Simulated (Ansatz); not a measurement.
One crystal and one scan (energy against volume) at two levels, PBE (plane waves to 420 eV, PAW, scalar-relativistic; Ansatz, a program for electronic structure) and r2SCAN (plane waves to 500 eV, PAW, scalar-relativistic; Ansatz), each from its own relaxed cell and on its own mesh.

The crystal is YPb₃ (Cu3Au type); the cell is scaled evenly about its relaxed volume V₀.

Energies are smeared free energies. Spin-orbit coupling is left out, though Pb is heavy. YPb3 is run without spin polarisation. YPb3 was relaxed with its symmetry unable to fall. Both scans cover V/V₀ from 0.840 to 1.160.

```json
[
 {"quantity": "Lattice constant a (Å)", "run 1": "4.861", "run 2": "4.899"},
 {"quantity": "Pressure at the smallest volume (GPa)", "run 1": "14.2", "run 2": "12.7"},
 {"quantity": "Energy cost of the largest compression (meV/atom)", "run 1": "173", "run 2": "159"},
 {"quantity": "Energy cost of the largest expansion (meV/atom)", "run 1": "95", "run 2": "87"},
 {"quantity": "Bulk modulus B₀ (third-order Birch-Murnaghan fit) (GPa)", "run 1": "54.5", "run 2": "48.8"},
 {"quantity": "Pressure for 5 % compression (fit) (GPa)", "run 1": "3.1", "run 2": "2.8"}
]
```

Task: Which run is which level?

Result: Run 2 is PBE, run 1 is r2SCAN. PBE gives the higher value for: lattice constant a. PBE gives the lower value for: pressure at the smallest volume; energy cost of the largest compression; energy cost of the largest expansion; bulk modulus B₀; pressure for 5 % compression.

(Under strain, the slope of the energy per volume gives the stress and its curvature an elastic modulus.)
